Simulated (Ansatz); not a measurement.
## GaN: from a starting cell to a relaxed one

The start is a relaxed GaN cell with every coordinate shifted by Gaussian noise of σ = 0.1 Å. The cell and all atomic positions are relaxed at zero pressure with PBEsol (plane waves to 420 eV, PAW, scalar-relativistic; Ansatz, an electronic-structure program). The first steps use a coarse 7×7×2 k-mesh.

Starting cell:
```yaml
crystal:
  lattice:
    - [3.18109, 0.00000, 0.00000]
    - [-1.59055, 2.75491, 0.00000]
    - [0.00000, 0.00000, 15.57260]
  atoms:
    - { symbol: Ga, position: [0.04721, 0.97261, 0.00504] }
    - { symbol: Ga, position: [0.97818, 0.00189, 0.49186] }
    - { symbol: Ga, position: [0.67561, 0.34902, 0.82336] }
    - { symbol: Ga, position: [0.28374, 0.66231, 0.32580] }
    - { symbol: Ga, position: [0.70042, 0.33176, 0.15361] }
    - { symbol: Ga, position: [0.33463, 0.67536, 0.67570] }
    - { symbol: N, position: [0.00649, 0.98539, 0.87300] }
    - { symbol: N, position: [0.00376, 0.01233, 0.37119] }
    - { symbol: N, position: [0.70755, 0.39366, 0.69724] }
    - { symbol: N, position: [0.34303, 0.68947, 0.21654] }
    - { symbol: N, position: [0.67301, 0.35995, 0.03573] }
    - { symbol: N, position: [0.29434, 0.66407, 0.54295] }
```

Q: What pressure does the first self-consistent step give?

A: +5.8 GPa (positive: the cell is compressed).

Q: By how much does the energy per atom fall from start to end?

A: 0.27 eV/atom.

Q: Is the parent structure recovered?

A: It relaxes back to the parent, P6₃mc (No. 186).

Q: How do the shortest distances between atoms change?

A: The closest pairs of elements (up to four, under 3.6 Å), start → end: Ga–N 1.71 → 1.95 Å; N–N 2.90 → 3.18 Å; Ga–Ga 2.91 → 3.18 Å.

Relaxed structure:

```cif
data_Ga6N6
_chemical_formula_sum 'Ga6 N6'
_space_group_name_H-M_alt 'P63mc'
_space_group_IT_number 186
_space_group_name_Hall 'P 6c -2c'
_cell_length_a 3.18103
_cell_length_b 3.18103
_cell_length_c 15.57323
_cell_angle_alpha 90.000
_cell_angle_beta 90.000
_cell_angle_gamma 120.000
loop_
_atom_site_label
_atom_site_type_symbol
_atom_site_symmetry_multiplicity
_atom_site_Wyckoff_symbol
_atom_site_fract_x
_atom_site_fract_y
_atom_site_fract_z
_atom_site_occupancy
Ga1 Ga 2 a 0.00000 0.00000 0.49680 1
Ga2 Ga 2 b 0.33333 0.66667 0.33033 1
Ga3 Ga 2 b 0.66667 0.33333 0.16362 1
N1 N 2 a 0.00000 0.00000 0.37169 1
N2 N 2 b 0.33333 0.66667 0.20513 1
N3 N 2 b 0.66667 0.33333 0.03843 1
```

Final values are on a 10×10×2 k-mesh of the relaxed cell. No spin polarisation in the result.

The first start was generated by placing the elements on the sites of a structure type. A measured structure of GaN has the same space group, P6₃mc (No. 186); the sites were not compared with it.
